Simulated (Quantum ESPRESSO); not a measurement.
# Strain and stress in Si6AlAs

These are calculations, not measurements. They come from pw.x of Quantum ESPRESSO 7.5, a plane-wave density functional program, with PseudoDojo standard norm-conserving files (v0.5 for PBE, v0.4.1 for LDA and PBEsol). The cells are made up: elements, strain and atom displacements were drawn at random, and nothing was relaxed. There is no spin polarisation, spin-orbit coupling or dispersion term.

The cell has 8 sites of a zincblende or diamond lattice. Sites 1 to 4 hold Si Al Si Si; sites 5 to 8 hold As Si Si Si. Cell vectors in Å: (5.582, 0.000, 0.000); (0.000, 5.582, 0.000); (0.000, 0.000, 5.605). Settings: PBE, cutoff 1143 eV, 6 x 6 x 6 k mesh shifted by half a step, Fermi-Dirac smearing of 0.1 eV.

Each run adds a strain along z to one cell, with the atoms carried along; the vectors above are those of run 4. Stress is positive in tension and P is minus a third of its trace. E is the free energy for each atom above the lowest run shown.

```
run  strain (%)  s_xx (GPa)  s_yy (GPa)  s_zz (GPa)  s_xy (GPa)  P (GPa)  E (meV/atom)
  1       -2.01       -1.33       -0.82       -2.45       -0.03     1.53          2.98
  2       -1.65       -1.12       -0.62       -1.98       -0.03     1.24          1.90
  4        0.42        0.01        0.47        0.62       -0.03    -0.37          0.00
  5        0.73        0.16        0.61        1.01       -0.03    -0.59          0.33
  6        0.99        0.29        0.73        1.32       -0.04    -0.78          0.76
  7        2.27        0.87        1.28        2.86       -0.04    -1.67          4.37
  3       -0.44           ?           ?           ?           ?        ?             ?
```

A rerun of one of these cells at 1437 eV and k mesh 8 x 8 x 8 moved values by no more than 0.002 eV in the cell's energy, 0.02 GPa in stress and 0.003 eV/Å in force.

## Worked fit

A parabola through the six runs shown gives s_zz = 0.10 + 1.24 e - 0.013 e² GPa, with e in per cent and a scatter of 0.01 GPa. The slope is a stiffness of 124 ± 1 GPa for each unit of this strain at e = 0. The atoms are clamped, and relaxing them would in general lower it. The error is the larger of the fit's own and the change that a cubic makes, rounded up.

## Withheld run

Question: what s_zz should run 3 give?

The fit gives -0.45 GPa. The calculation gave -0.45 GPa.

```
run  strain (%)  s_xx (GPa)  s_yy (GPa)  s_zz (GPa)  s_xy (GPa)  P (GPa)  E (meV/atom)
  3       -0.44       -0.43        0.04       -0.45       -0.03     0.28         -0.11
```